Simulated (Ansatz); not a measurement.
GaN:
```
CELL_PARAMETERS angstrom
      3.21712     0.00000     0.00000
     -1.60856     2.78610     0.00000
      0.00000     0.00000    10.49533
ATOMIC_POSITIONS crystal
  Ga 0.00000 0.00000 0.00051
  Ga 0.00000 0.00000 0.50051
  Ga 0.66667 0.33333 0.75022
  Ga 0.33333 0.66667 0.25022
  N  0.00000 0.00000 0.81252
  N  0.00000 0.00000 0.31252
  N  0.66667 0.33333 0.56238
  N  0.33333 0.66667 0.06238
```

Relaxed with PBE.

**Question.** Give the optical modes at the zone centre with their infrared and Raman activity from DFPT, PBE (plane waves, PAW; program Ansatz).

**Answer.** Transverse frequencies, without the LO–TO term; a row sums one degenerate level.

```tsv
ω (cm⁻¹)	degeneracy	IR ((D/Å)²/amu)	Raman (Å⁴/amu)	activity	symmetry
101	2	0.00	0.60	Raman	E2
104	2	0.00	1.1	Raman	E2
135	2	0.00	0.13	Raman	E1
225	1	0.00	0	silent	B1
227	1	0.00	0	silent	B1
322	1	0.04	0.81	IR+Raman	A1
509	1	58.97	74	IR+Raman	A1
520	2	110.91	33	IR+Raman	E1
524	2	0.00	100	Raman	E2
533	2	0.00	2.5	Raman	E2
535	2	1.10	0.70	IR+Raman	E1
657	1	0.00	0.27	Raman	A1
676	1	0.00	0	silent	B1
677	1	0.00	0	silent	B1
```

**Question.** How high does the top mode go among those that the LO–TO term moves?

**Answer.** 693 cm⁻¹ for q along x, 693 cm⁻¹ for q along y, 690 cm⁻¹ for q along z.

Space group P6_3mc. The cell is a constructed one: a structure type filled with these elements. Its sites differ from those of the usual phase in this space group: another stacking or structure type. The cell was relaxed with PBE under the symmetry of its start; phonons on a q-mesh show no instability.

Potentials: the later of the program's two PAW sets.
